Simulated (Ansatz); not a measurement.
LaN:
```yaml
crystal:
  lattice:
    - [0.00000, 2.77323, 2.77323]
    - [2.77323, 0.00000, 2.77323]
    - [2.77323, 2.77323, 0.00000]
  atoms:
    - { symbol: N, position: [0.25000, 0.25000, 0.25000] }
    - { symbol: La, position: [0.00000, 0.00000, 0.00000] }
```

x, y and z are the axes in which the lattice vectors are written.

Give the high-frequency dielectric tensor and the Born effective charge tensors of the independent atoms from DFPT, DFT-PBEsol in the program Ansatz with PAW potentials.


ε∞:
```
8.46  0.00  0.00
0.00  8.46  0.00
0.00  0.00  8.46
```
Z* of atom 1 (N), rows: field, columns: displacement, in e:
```
-3.68   0.00   0.00
 0.00  -3.68   0.00
 0.00   0.00  -3.68
```
Z* of atom 2 (La), rows: field, columns: displacement, in e:
```
3.68  0.00  0.00
0.00  3.68  0.00
0.00  0.00  3.68
```

Space group F-43m (zinc blende). The start of the workflow was typed in or built on a structure type; neither database checked (COD, Materials Project) lists it. COD files the formula under space group No. 225. Its standing as an ambient phase is unchecked. Symmetry was held in the PBEsol relaxation; whether a distortion lowers the energy is not shown. Scalar-relativistic: spin–orbit coupling is off unless named, which matters more the heavier the elements.

Potentials: the later of the program's two PAW sets.
